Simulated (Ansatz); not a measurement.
LaP (rock salt, Fm-3m) at seven volumes, plane-wave PAW r²SCAN (Ansatz code), scaled uniformly. One row is withheld.

| V (Å³/atom) | P (GPa) |
|---|---|
| 25.473 | ? |
| 26.313 | 5.34 |
| 27.153 | 2.47 |
| 27.993 | 0.00 |
| 28.832 | -2.13 |
| 29.672 | -3.95 |
| 30.512 | -5.52 |

Question: Fit the shown pressures and predict the withheld one.

Answer: P = (3/2)B₀(x^(7/2) − x^(5/2))[1 + (3/4)(B′ − 4)(x − 1)] with x = (V₀/V)^(2/3). Least squares on the six rows gives V₀ = 27.992 Å³/atom, B₀ = 76.2 GPa, B′ = 4.04. At V = 25.473, x = 1.0649 and P = 8.70 GPa. The run itself gave 8.67 GPa.

The workflow started from an entry of the Crystallography Open Database (COD). Whether it is the stable phase at ambient conditions was not checked. The cell was relaxed with r²SCAN under the symmetry of its start; whether a distortion lowers the energy is not shown. Scalar-relativistic: spin–orbit coupling is off unless named, which matters more the heavier the elements.

Potentials: the later of the program's two PAW sets.
